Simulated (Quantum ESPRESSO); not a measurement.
```yaml
crystal:
  lattice:
    - [4.52146, 0.00000, 0.00000]
    - [0.00000, 4.52146, 0.00000]
    - [0.00000, 0.00000, 2.93269]
  atoms:
    - { symbol: Mg, position: [0.50000, 0.50000, 0.50000] }
    - { symbol: Mg, position: [0.00000, 0.00000, 0.00000] }
    - { symbol: H, position: [0.69687, 0.69687, 0.00000] }
    - { symbol: H, position: [0.30313, 0.30313, 0.00000] }
    - { symbol: H, position: [0.80313, 0.19687, 0.50000] }
    - { symbol: H, position: [0.19687, 0.80313, 0.50000] }
```
The cell was made here from a computed Materials Project entry: strained by -2 % along the unique axis and by +1 % across it, atoms relaxed (PBE without dispersion, pw.x of a modified build of Quantum ESPRESSO, symmetry kept). The parent is MgH2 in P4₂/mnm. Stability against distortions was not tested.

A lattice sum over point charges, one formal value an element (Mg +2, H -1), with no Sternheimer factor, costs far less than a self-consistent run. Taken along the main axis of each site's self-consistent tensor, it gives:

```json
[
 {"site": "Mg (atoms 1, 2)", "V along that axis, point charges (a.u.)": "0.003"},
 {"site": "H (atoms 3, 4, 5, 6)", "V along that axis, point charges (a.u.)": "-0.100"}
]
```

**Question.** How do the values of the PAW reconstruction of the field gradient on a scalar-relativistic PBE ground state (Quantum ESPRESSO, JTH datasets) compare?

**Answer.** 
| site | Vzz, PAW (a.u.) | PAW over point charges |
|---|---|---|
| Mg | -0.078 | – |
| H | -0.057 | 0.6 |
  Cores are frozen. Against all-electron runs on small test molecules, this scheme's |Vzz| missed by −3 to +1 % on H. Mg had no test against all-electron runs.
